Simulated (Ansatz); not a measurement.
LaN:
```cif
data_LaN
_chemical_formula_sum 'La1 N1'
_space_group_name_H-M_alt 'Pm-3m'
_space_group_IT_number 221
_space_group_name_Hall '-P 4 2 3'
_cell_length_a 3.16607
_cell_length_b 3.16607
_cell_length_c 3.16607
_cell_angle_alpha 90.000
_cell_angle_beta 90.000
_cell_angle_gamma 90.000
loop_
_atom_site_label
_atom_site_type_symbol
_atom_site_symmetry_multiplicity
_atom_site_Wyckoff_symbol
_atom_site_fract_x
_atom_site_fract_y
_atom_site_fract_z
_atom_site_occupancy
La1 La 1 a 0.00000 0.00000 0.00000 1
N1 N 1 b 0.50000 0.50000 0.50000 1
```

Relaxed with r²SCAN.

Q: Which orbitals make up the states near the Fermi level in r²SCAN (plane waves, PAW; program Ansatz)?

A: Within 0.5 eV of the Fermi level: N 2p 65 %, La 5d 23 %, La 4f 8 %. Projections are on Löwdin-orthogonalised atomic valence shells; empty p or d shells of many metals are not among them.

Q: Tabulate the density of states.

A: States/eV per cell of 2 atoms, in 0.25 eV bins, energy from the Fermi level.

```csv
E (eV),total,La 4f,N 2p,La 5d
-7.85,0.00,0.00,0.00,0.00
-7.60,0.00,0.00,0.00,0.00
-7.35,0.00,0.00,0.00,0.00
-7.10,0.00,0.00,0.00,0.00
-6.85,0.00,0.00,0.00,0.00
-6.60,0.00,0.00,0.00,0.00
-6.35,0.00,0.00,0.00,0.00
-6.10,0.00,0.00,0.00,0.00
-5.85,0.00,0.00,0.00,0.00
-5.60,0.00,0.00,0.00,0.00
-5.35,0.00,0.00,0.00,0.00
-5.10,0.00,0.00,0.00,0.00
-4.85,0.00,0.00,0.00,0.00
-4.60,0.00,0.00,0.00,0.00
-4.35,0.11,0.00,0.05,0.06
-4.10,0.24,0.00,0.12,0.12
-3.85,0.34,0.01,0.17,0.16
-3.60,0.43,0.01,0.22,0.19
-3.35,0.56,0.01,0.29,0.23
-3.10,0.79,0.02,0.43,0.28
-2.85,1.04,0.03,0.58,0.34
-2.60,1.47,0.05,0.85,0.42
-2.35,2.61,0.09,1.57,0.65
-2.10,2.05,0.09,1.28,0.46
-1.85,1.60,0.08,1.03,0.34
-1.60,1.54,0.09,1.02,0.30
-1.35,1.72,0.11,1.19,0.30
-1.10,1.71,0.11,1.22,0.27
-0.85,2.19,0.14,1.61,0.31
-0.60,3.92,0.31,2.97,0.47
-0.35,1.53,0.13,1.10,0.24
-0.10,0.16,0.02,0.11,0.03
0.15,0.24,0.02,0.08,0.13
0.40,0.30,0.02,0.05,0.22
0.65,0.42,0.03,0.04,0.34
0.90,0.52,0.05,0.03,0.43
1.15,0.54,0.06,0.03,0.44
1.40,0.58,0.08,0.03,0.46
1.65,0.64,0.11,0.03,0.48
1.90,0.74,0.16,0.03,0.52
2.15,1.20,0.24,0.05,0.85
2.40,1.22,0.35,0.04,0.76
2.65,1.09,0.52,0.02,0.51
2.90,1.68,1.19,0.02,0.42
3.15,4.91,4.21,0.05,0.49
3.40,10.30,9.38,0.15,0.50
3.65,9.02,8.32,0.22,0.34
3.90,10.06,9.42,0.19,0.35
```

The start of the workflow was typed in or built on a structure type; neither database checked (COD, Materials Project) lists it. COD files the formula under space group No. 225, so this cell is another polymorph or a model. Whether it is the stable phase at ambient conditions was not checked. The r²SCAN relaxation kept the symmetry of its start. At this level the phase is mechanically unstable. Spin–orbit coupling is left out wherever it is not named.

Potentials: the later of the program's two PAW sets.
